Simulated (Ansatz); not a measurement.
Starting cell, Rh (fcc, Cu type):

```
Rh
1.0
    3.80000     0.00000     0.00000
    0.00000     3.80000     0.00000
    0.00000     0.00000     3.80000
Rh
4
Direct
  0.00000   0.00000   0.00000
  0.50000   0.50000   0.00000
  0.50000   0.00000   0.50000
  0.00000   0.50000   0.50000
```

In this cell atom 1 (Rh, nearest neighbour Rh at 2.687 Å; its periodic images, 3.8 Å or more away, move with it) is moved by u·(1.000, 0.000, 0.000) + v·(0.000, 0.000, 1.000); the rest is frozen.

Method: r2SCAN (plane waves to 500 eV, PAW, scalar-relativistic; Ansatz, a first-principles code). k mesh 10×10×10 (Γ-centred), Fermi-Dirac smearing 0.05 eV. Compression counts positive. Points where atoms come too close for the PAW data are left out (x in tables, blank in figures). With partly filled bands, energies and forces of such displacements shift with the k mesh and the smearing. Rh is run without spin polarisation. Rh was relaxed with its symmetry unable to fall. The last digit holds for this mesh only.

Changes of P (GPa) from the point u = 0.000 Å, v = 0.000 Å when one coordinate moves alone (two changes are said to add if the coupling is within 5 % of the smaller one, nearly so within 20 %):

```csv
point,change
"u = 0.000 Å, v = -0.400 Å",11.87
"u = 0.000 Å, v = -0.267 Å",5.24
"u = 0.000 Å, v = -0.133 Å",1.31
"u = -0.400 Å, v = 0.000 Å",11.87
"u = -0.267 Å, v = 0.000 Å",5.24
"u = -0.133 Å, v = 0.000 Å",1.31
"u = 0.133 Å, v = 0.000 Å",1.31
"u = 0.267 Å, v = 0.000 Å",5.24
"u = 0.400 Å, v = 0.000 Å",11.87
"u = 0.000 Å, v = 0.133 Å",1.31
"u = 0.000 Å, v = 0.267 Å",5.24
"u = 0.000 Å, v = 0.400 Å",11.87
```

**Question.** What is the change at u = -0.133 Å, v = -0.267 Å, where both move, and how far is it from the sum?

**Answer.** The sum of the single changes is 1.31 + (5.24) = 6.55; the calculation gives 6.67, so the coupling contributes 0.12 (under 20 % of the smaller single change, nearly additive).

**Question.** Do the two effects add at u = 0.267 Å, v = 0.400 Å? Give the computed change.

**Answer.** The sum of the single changes is 5.24 + (11.87) = 17.11; the calculation gives 18.17, so the coupling contributes 1.06 (over 20 % of the smaller single change, not additive).

**Question.** Do the two effects add at u = 0.133 Å, v = 0.133 Å? Give the computed change.

**Answer.** The sum of the single changes is 1.31 + (1.31) = 2.62; the calculation gives 2.64, so they add (within 5 % of the smaller single change).

(For displaced atoms, the force is minus the slope of the energy, and its curvature is a force constant, which sets phonon frequencies.)
